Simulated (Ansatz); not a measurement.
A geometry of W away from equilibrium: the start of the relaxation of a relaxed W cell, doubled along one cell vector, shaken by Gaussian noise of σ = 0.08 Å a coordinate. Level of theory: r2SCAN (plane waves to 500 eV, PAW, scalar-relativistic; Ansatz, a first-principles code). Γ-centred k-mesh 14×14×7 on the run's cell (coarser than for final values), Fermi–Dirac smearing 0.05 eV.

```xyz
2
Lattice="-1.5849 1.5849 1.5849 1.5849 -1.5849 1.5849 3.1698 3.1698 -3.1698" Properties=species:S:1:pos:R:3:forces:R:3 pbc="T T T" free_energy=-20796.463 pressure_GPa=0.7
W     -0.0412    -0.0901    -0.0064   -0.0046   -0.8407    0.2998
W      1.5727     1.4167    -1.5310    0.0046    0.8407   -0.2998
```

Positions in Å, forces in eV/Å, free energy of the cell in eV (comparable only within this code, potentials and settings). Largest force: 0.89 eV/Å, on W1, W2 (atoms numbered as listed); the geometry lies 0.02 eV/atom above the end of its relaxation.

No spin polarisation in the result.

The run could not lose the symmetry of its start.
